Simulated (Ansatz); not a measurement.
The end of the path is a generated cell of AlAu: the first start was made by placing the elements on the sites of a structure type, and the end was not matched to a known phase here, so it may be hypothetical.

A geometry of AlAu away from equilibrium: the start of the relaxation of a generated cell, AlAu placed in the AFLOW prototype AB_oP2_25_b_a (as in CdTe). These are PBEsol (plane waves to 420 eV, PAW, scalar-relativistic; Ansatz, an electronic-structure program) values and carry that method's errors. Γ-centred k-mesh 13×7×12 on the run's cell (coarser than for final values), Fermi–Dirac smearing 0.05 eV.

```xyz
2
Lattice="2.5639 0.0000 0.0000 0.0000 4.7971 0.0000 0.0000 0.0000 2.7612" Properties=species:S:1:pos:R:3:forces:R:3 pbc="T T T" free_energy=-13531.232 pressure_GPa=13.8
Al     0.0000     2.3986     0.6903    0.0000    0.0000    0.4855
Au     0.0000     0.0000     0.0000    0.0000    0.0000   -0.4856
```

Positions in Å, forces in eV/Å, free energy of the cell in eV (comparable only within this code, potentials and settings). Largest force: 0.49 eV/Å, on Al1, Au2 (atoms numbered as listed); the geometry lies 0.30 eV/atom above the end of its relaxation.

No spin polarisation in the result.

The run could not lower the symmetry of its start; a shaken copy of this end point relaxes with PBEsol to C2/m (No. 12) at a tolerance of 0.01 Å, R-3m (No. 166) at 0.1 Å, 0.22 eV/atom lower.
